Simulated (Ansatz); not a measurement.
## SiSn$_{5}$: computed properties

Method: DFT PBE, scalar-relativistic, plane waves, PAW in Ansatz 0.2.0.

Settings: cutoff 420 eV, Γ-centred mesh 12×12×8 on the computed 6-atom cell, Gaussian smearing of 0.10 eV; no spin polarisation.

The structure is relaxed at this level of theory with its symmetry kept, and needn't be the ground state of this composition.

```xyz
6
Lattice="5.7018 0.0000 0.0000 -2.8509 4.9379 0.0000 0.0000 0.0000 5.5086" Properties=species:S:1:pos:R:3 pbc="T T T"
Si    0.0000    0.0000    2.7543
Sn    3.8642    0.0000    0.0000
Sn    0.9188    1.5915    0.0000
Sn   -1.9321    3.3465    0.0000
Sn    2.8509    1.6460    2.7543
Sn    0.0000    3.2919    2.7543
```

Task: Formation energy from the elements' standard states (uncorrected)?

Result: +0.236 eV/atom.

Task: Kohn–Sham band gap?

Result: none (metal).

Task: Density of states at the Fermi level?

Result: 3.3 states/eV per cell.

Task: Orbital (Löwdin) character within 0.5 eV of the Fermi level?

Result: Sn 5p 64 %, Si 3p 18 %, Sn 5s 13 %.

Task: Bader charge by site (e)?

Result: Si (1 in the cell) -0.29, Sn (3 in the cell) 0.05, Sn (2 in the cell) 0.07.

Another cell of SiSn5 relaxed alike, in P6/mmm, lies 30 meV/atom lower, so this cell isn't the stable form at this level.

The cell was found from a structure generator's guess, not taken from experiment. Löwdin shares on free-atom orbitals overweight diffuse shells.
